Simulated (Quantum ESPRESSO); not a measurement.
## Si4Ge4 (input and log of a self-consistent run)

Simulated, not a measurement. The program is pw.x of Quantum ESPRESSO 7.5 (plane-wave density functional theory). The cell is made up: 8 atoms on a zincblende/diamond lattice, with randomly drawn elements, strain and displacements, not relaxed. PseudoDojo standard norm-conserving files (v0.5 for PBE, v0.4.1 for LDA and PBEsol) set the functional; there is no spin polarisation, spin-orbit coupling or dispersion term, and the masses in the input are unused placeholders.

Input:

```
&control calculation='scf', pseudo_dir='./dojo.nc.sr.pbe.v0_5.standard.upf', outdir='./o', disk_io='medium', tprnfor=.true., tstress=.true. /
&system ibrav=0, nat=8, ntyp=2, nbnd=46, ecutwfc=82.02448710, nosym=.true., tot_charge=0,
 occupations='smearing', smearing='fd', degauss=0.0073498644
/
&electrons conv_thr=7.350e-09, electron_maxstep=60, /
ATOMIC_SPECIES
Ge 1.0 Ge.upf
Si 1.0 Si.upf
CELL_PARAMETERS angstrom
5.5169 0.0 0.0
0.0 5.5169 0.0
0.0 0.0 5.5169
ATOMIC_POSITIONS angstrom
Si -0.0652 0.1059 0.0954
Si -0.0616 2.6684 2.7804
Ge 2.6774 0.1558 2.7029
Si 2.7451 2.8001 -0.007
Ge 1.3673 1.5409 1.5468
Ge 1.2877 4.2099 4.1304
Si 4.0152 1.277 4.2388
Ge 4.2157 4.2048 1.4687
K_POINTS automatic
6 6 6 1 1 1
```

The log is shortened where brackets say so; the opening notice, blank lines, dates and the lines on written files are dropped, and the path of the files is cut. It prints rydbergs, bohrs and kilobars, and counts compression as positive stress.

```
     Program PWSCF v.7.5
     Parallel version (MPI & OpenMP), running on       1 processor cores
     Number of MPI processes:                 1
     Threads/MPI process:                     1
     [start-up lines left out]
     bravais-lattice index     =            0
     lattice parameter (alat)  =      10.4254  a.u.
     unit-cell volume          =    1133.1357 (a.u.)^3
     number of atoms/cell      =            8
     number of atomic types    =            2
     number of electrons       =        72.00
     number of Kohn-Sham states=           46
     kinetic-energy cutoff     =      82.0245  Ry
     charge density cutoff     =     328.0979  Ry
     scf convergence threshold =      7.3E-09
     mixing beta               =       0.7000
     number of iterations used =            8  plain     mixing
     Exchange-correlation= PBE
                           (   1   4   3   4   0   0   0)
     [axes and pseudopotential details left out]
   Cartesian axes
     site n.     atom                  positions (alat units)
         1        Si     tau(   1) = (  -0.0118182   0.0191956   0.0172923  )
         2        Si     tau(   2) = (  -0.0111657   0.4836774   0.5039787  )
         3        Ge     tau(   3) = (   0.4853088   0.0282405   0.4899309  )
         4        Si     tau(   4) = (   0.4975802   0.5075495  -0.0012688  )
         5        Ge     tau(   5) = (   0.2478385   0.2793054   0.2803748  )
         6        Ge     tau(   6) = (   0.2334101   0.7630916   0.7486813  )
         7        Si     tau(   7) = (   0.7278000   0.2314706   0.7683300  )
         8        Ge     tau(   8) = (   0.7641429   0.7621672   0.2662183  )
     number of k points=   108  Fermi-Dirac smearing, width (Ry)=  0.0073
     Number of k-points >= 100: set verbosity='high' to print them.
     Dense  grid:   113705 G-vectors     FFT dimensions: (  64,  64,  64)
     Estimated max dynamical RAM per process >     153.27 MB
     Initial potential from superposition of free atoms
     starting charge      71.9943, renormalised to      72.0000
     Starting wfcs are   52 randomized atomic wfcs
     total cpu time spent up to now is       32.8 secs
     per-process dynamical memory:    99.2 Mb
     Self-consistent Calculation
     iteration #  1     ecut=    82.02 Ry     beta= 0.70
     Davidson diagonalization with overlap
     ethr =  1.00E-02,  avg # of iterations =  4.1
     Threshold (ethr) on eigenvalues was too large:
     Diagonalizing with lowered threshold
     Davidson diagonalization with overlap
     ethr =  2.30E-04,  avg # of iterations =  6.2
     total cpu time spent up to now is      238.7 secs
     total energy              =    -748.33141916 Ry
     estimated scf accuracy    <       0.18245629 Ry
     iteration #  2     ecut=    82.02 Ry     beta= 0.70
     Davidson diagonalization with overlap
     ethr =  2.53E-04,  avg # of iterations =  2.0
     total cpu time spent up to now is      316.1 secs
     total energy              =    -748.33854530 Ry
     estimated scf accuracy    <       0.01243418 Ry
     iteration #  3     ecut=    82.02 Ry     beta= 0.70
     Davidson diagonalization with overlap
     c_bands:  1 eigenvalues not converged
     c_bands:  1 eigenvalues not converged
     c_bands:  1 eigenvalues not converged
     ethr =  1.73E-05,  avg # of iterations =  5.5
     total cpu time spent up to now is      427.3 secs
     total energy              =    -748.33998172 Ry
     estimated scf accuracy    <       0.00631011 Ry
     iteration #  4     ecut=    82.02 Ry     beta= 0.70
     Davidson diagonalization with overlap
     ethr =  8.76E-06,  avg # of iterations =  3.8
     total cpu time spent up to now is      520.2 secs
     total energy              =    -748.34144042 Ry
     estimated scf accuracy    <       0.00017752 Ry
     iteration #  5     ecut=    82.02 Ry     beta= 0.70
     Davidson diagonalization with overlap
     c_bands:  1 eigenvalues not converged
     ethr =  2.47E-07,  avg # of iterations =  5.6
     total cpu time spent up to now is      623.4 secs
     total energy              =    -748.34148278 Ry
     estimated scf accuracy    <       0.00001941 Ry
     iteration #  6     ecut=    82.02 Ry     beta= 0.70
     Davidson diagonalization with overlap
     ethr =  2.70E-08,  avg # of iterations =  2.5
     total cpu time spent up to now is      729.9 secs
     total energy              =    -748.34148741 Ry
     estimated scf accuracy    <       0.00000175 Ry
     iteration #  7     ecut=    82.02 Ry     beta= 0.70
     Davidson diagonalization with overlap
     ethr =  2.42E-09,  avg # of iterations =  3.4
     total cpu time spent up to now is      842.9 secs
     total energy              =    -748.34148800 Ry
     estimated scf accuracy    <       0.00000036 Ry
     iteration #  8     ecut=    82.02 Ry     beta= 0.70
     Davidson diagonalization with overlap
     ethr =  4.95E-10,  avg # of iterations =  2.0
     total cpu time spent up to now is      941.2 secs
     total energy              =    -748.34148809 Ry
     estimated scf accuracy    <       0.00000002 Ry
     iteration #  9     ecut=    82.02 Ry     beta= 0.70
     Davidson diagonalization with overlap
     ethr =  2.55E-11,  avg # of iterations =  3.2
     total cpu time spent up to now is     1049.4 secs
     End of self-consistent calculation
     [lines on levels left out]
!    total energy              =    -748.34148810 Ry
     estimated scf accuracy    <          3.3E-09 Ry
     smearing contrib. (-TS)   =      -0.00072448 Ry
     internal energy E=F+TS    =    -748.34076362 Ry
     The total energy is F=E-TS. E is the sum of the following terms:
     one-electron contribution =    -442.17806563 Ry
     hartree contribution      =     265.12023270 Ry
     xc contribution           =    -187.05161627 Ry
     ewald contribution        =    -384.23131441 Ry
     convergence has been achieved in   9 iterations
     Forces acting on atoms (cartesian axes, Ry/au):
     atom    1 type  2   force =     0.04091958   -0.00531236   -0.00784798
     atom    2 type  2   force =    -0.05812456    0.05003588    0.09116631
     atom    3 type  1   force =     0.04228658   -0.09114350    0.05270027
     atom    4 type  2   force =     0.00339242    0.02664327    0.01202024
     atom    5 type  1   force =    -0.00961461    0.00617237   -0.13225135
     atom    6 type  1   force =    -0.00294739   -0.01262503    0.01357959
     atom    7 type  2   force =     0.02436854    0.05391559   -0.00685772
     atom    8 type  1   force =    -0.04028057   -0.02768622   -0.02250936
     Total force =     0.232622     Total SCF correction =     0.000325
     Computing stress (Cartesian axis) and pressure
          total   stress  (Ry/bohr**3)                   (kbar)     P=       47.96
   0.00035599  -0.00023659   0.00000730           52.37      -34.80        1.07
  -0.00023659   0.00031468  -0.00006412          -34.80       46.29       -9.43
   0.00000730  -0.00006412   0.00030737            1.07       -9.43       45.22
     init_run     :     29.74s CPU     32.79s WALL (       1 calls)
     electrons    :    949.18s CPU   1016.57s WALL (       1 calls)
     forces       :     12.92s CPU     13.05s WALL (       1 calls)
     stress       :     47.73s CPU     47.93s WALL (       1 calls)
     [timing details left out]
     PWSCF        :  17m19.93s CPU  18m31.56s WALL
     JOB DONE.
```

In other units: free energy -10181.705 eV for the cell, pressure 4.80 GPa, largest force component 3.400 eV/Å. A rerun of this cell at 1347 eV and a 8 x 8 x 8 mesh moved values by no more than 0.002 eV in energy, 0.02 GPa in stress and 0.002 eV/Å in force.